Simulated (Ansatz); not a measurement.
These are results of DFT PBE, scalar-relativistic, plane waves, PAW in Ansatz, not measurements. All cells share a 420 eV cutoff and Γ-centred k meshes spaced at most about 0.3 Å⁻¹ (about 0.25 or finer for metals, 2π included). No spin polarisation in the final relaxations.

These are static total energies at zero pressure.

Compare these two cells of Si₃Ge, each relaxed at this level.

A.

```cif
data_structure
_symmetry_space_group_name_H-M 'P-4m2'
_symmetry_Int_Tables_number 115
_cell_length_a 3.9124
_cell_length_b 3.9124
_cell_length_c 5.5321
_cell_angle_alpha 90.000
_cell_angle_beta 90.000
_cell_angle_gamma 90.000
_cell_volume 84.68
loop_
_atom_site_label
_atom_site_type_symbol
_atom_site_symmetry_multiplicity
_atom_site_Wyckoff_symbol
_atom_site_fract_x
_atom_site_fract_y
_atom_site_fract_z
_atom_site_occupancy
Si1 Si 1 b 0.50000 0.50000 0.00000 1
Si2 Si 2 g 0.00000 0.50000 0.75587 1
Ge1 Ge 1 d 0.00000 0.00000 0.50000 1
```

B.

```cif
data_structure
_symmetry_space_group_name_H-M 'Pmmm'
_symmetry_Int_Tables_number 47
_cell_length_a 2.7090
_cell_length_b 4.7195
_cell_length_c 5.0337
_cell_angle_alpha 90.000
_cell_angle_beta 90.000
_cell_angle_gamma 90.000
_cell_volume 64.36
loop_
_atom_site_label
_atom_site_type_symbol
_atom_site_symmetry_multiplicity
_atom_site_Wyckoff_symbol
_atom_site_fract_x
_atom_site_fract_y
_atom_site_fract_z
_atom_site_occupancy
Si1 Si 1 b 0.50000 0.00000 0.00000 1
Si2 Si 1 d 0.50000 0.00000 0.50000 1
Si3 Si 1 g 0.00000 0.50000 0.50000 1
Ge1 Ge 1 e 0.00000 0.50000 0.00000 1
```

Task: Which form is favoured at zero pressure, and by what margin per atom?

Result: A is lower, by 0.33 eV/atom. A has Si and Ge ordered on diamond sites, space group P-4m2 (No. 115), 21.2 Å³/atom and a gap of 0.38 eV on its mesh; B has space group Pmmm (No. 47), 16.1 Å³/atom and no gap. Counting Si atoms around Ge (those within 1.25 times the shortest such distance or 1.15 times the sum of covalent radii), A has Ge 4 and B has Ge 6. The lower one is the more open, so pressure narrows the difference. In A, around Si on a site of symmetry -4m2 lie 4 Si at 2.38 Å; Si on a site of symmetry 2mm has 2 Si at 2.38 Å and 2 Ge at 2.41 Å; Ge is surrounded by 4 Si at 2.41 Å. In B, around Si on its first site lie 2 Si at 2.52 Å, 2 Si at 2.71 Å and 4 Ge at 2.72 Å; Si on its second site has 2 Si at 2.52 Å and 6 Si at 2.71–2.72 Å; around Ge lie 2 Si at 2.52 Å, 2 Ge at 2.71 Å and 4 Si at 2.72 Å; 1 more site not described. Both come from invented guesses.

Kohn–Sham gaps at this level usually fall short of measured ones. Cells relaxed within their symmetry can be saddle points.
